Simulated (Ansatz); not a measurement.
Polymorphs of Hf, each relaxed with DFT-PBE in the program Ansatz with PAW potentials:

A: diamond (Fd-3m)
a = 6.539 Å, b = 6.539 Å, c = 6.539 Å, α = 90.00°, β = 90.00°, γ = 90.00°

| atom | site | symmetry | x | y | z |
|---|---|---|---|---|---|
| Hf | 8b | -43m | 0.5000 | 0.5000 | 0.5000 |

B: β-Sn type (I4_1/amd)
a = 5.567 Å, b = 5.567 Å, c = 3.010 Å, α = 90.00°, β = 90.00°, γ = 90.00°

| atom | site | symmetry | x | y | z |
|---|---|---|---|---|---|
| Hf | 4a | -4m2 | 0.0000 | 0.0000 | 0.0000 |

### Question
Order them by energy per atom at 0 K (lowest first) at the level PBE.

### Answer
B (+0 meV/atom), A (+2033 meV/atom)

Constructed cells (a structure type filled with these elements, in neither database checked): B. Typed or built starts, not in the databases checked: A. Not the usual ambient phase: A; B. Unstable at this level: B. All cells were relaxed under the symmetry of their starts (and spin orders); stability against distortions was not tested throughout. Rows with no word on spin ran without spin polarisation. Spin–orbit coupling is left out wherever it is not named.

Energies hold the estimated change up to a 700 eV cutoff; steps of a few meV lie near the error of the meshes.

Potentials: the later of the program's two PAW sets.
